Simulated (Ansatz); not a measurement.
Two-dimensional strain map in Mo

All numbers below come from Ansatz 0.2.0, DFT r2SCAN, scalar-relativistic, plane waves, PAW. Cutoff 500 eV, Γ-centred 22×22×22 k-points, Gaussian smearing of 0.15 eV. No spin polarisation. Energies are free energies at this smearing, counted from the undisturbed cell; pressure is positive in compression.

Zero of the scan (as given, not relaxed at this level; it stands at 2.3 GPa):

```xyz
1
Lattice="-1.5710 1.5710 1.5710 1.5710 -1.5710 1.5710 1.5710 1.5710 -1.5710" Properties=species:S:1:pos:R:3 pbc="T T T"
Mo    0.0000    0.0000    0.0000
```

The cell is strained by p along both x and y and by q along z, fractional coordinates fixed. Points are written (p, q).

Energy above the undisturbed cell in meV/atom (a dash: not computed):

```csv
p \ q,-0.080,-0.040,0.000,0.040,0.080
-0.080,1056.4,740.4,543.3,435.3,389.8
-0.040,472.1,246.9,132.7,103.4,137.1
0.000,200.7,51.3,0.0,26.8,113.6
0.040,160.6,76.8,76.1,144.9,268.7
0.080,278.6,261.2,304.4,406.3,556.1
```

Pressure in GPa:

```
 p \ q  -0.080  -0.040  0.000  0.040  0.080
-0.080   118.1    90.9   68.7   50.5   35.4
-0.040    67.3    46.2   29.6   16.2    5.3
 0.000    31.1    15.0    2.3   -7.7  -15.5
 0.040     5.6    -6.7  -16.2  -23.6  -29.1
 0.080   -11.9   -21.2  -28.4  -33.8  -37.6
```